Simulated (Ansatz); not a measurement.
Property card for MgCdS₂

MgCdS2:
```
CELL_PARAMETERS angstrom
      4.12328     0.00000     0.00000
     -2.06164     3.57087     0.00000
      0.00000     0.00000     6.67200
ATOMIC_POSITIONS crystal
  Cd 0.33333 0.66667 0.00686
  S  0.33333 0.66667 0.39148
  Mg 0.66667 0.33333 0.50055
  S  0.66667 0.33333 0.87112
```

Space group P3m1 (No. 156); conventional cell a = 4.123 Å, b = 4.123 Å, c = 6.672 Å, α = 90.00°, β = 90.00°, γ = 120.00°.

Method: PBE (plane waves, PAW; program Ansatz). Structure relaxed to zero pressure with the same functional. Other levels are named where they apply.

Cell and energy:

```yaml
volume_per_atom: 24.56 Å³
density: 3.39 g/cm³
Formation energy from the elements (no fitted shifts): -1.04 eV/atom
```

Electronic structure:

```yaml
band_gap: 1.92 eV (direct)
valence_band_maximum: at Γ
conduction_band_minimum: at Γ
electron_effective_mass: 0.19, 0.19, 0.20 mₑ (principal values)
Hole effective mass, band 1 of 2 at the edge: 1.6 along x, 3.6 along z (mₑ)
Hole effective mass, band 2 of 2 at the edge: 0.21 along x, 3.6 along z (mₑ)
Gap with spin–orbit coupling: 1.90 eV
```

Mechanics:

```yaml
Bulk modulus (Birch–Murnaghan fit): 54.0 GPa
Pressure derivative B′: 4.3
```

The start of the workflow was typed in or built on a structure type; neither database checked (COD, Materials Project) lists it. Whether it is the stable phase at ambient conditions was not checked. The PBE relaxation kept the symmetry of its start; whether a distortion lowers the energy is not shown. The volume moved by 27 % from the start of the relaxation. The references are the lowest solids computed at this level, not always the standard phases. Spin–orbit coupling is left out wherever it is not named.

Potentials: the earlier of the program's two PAW sets.
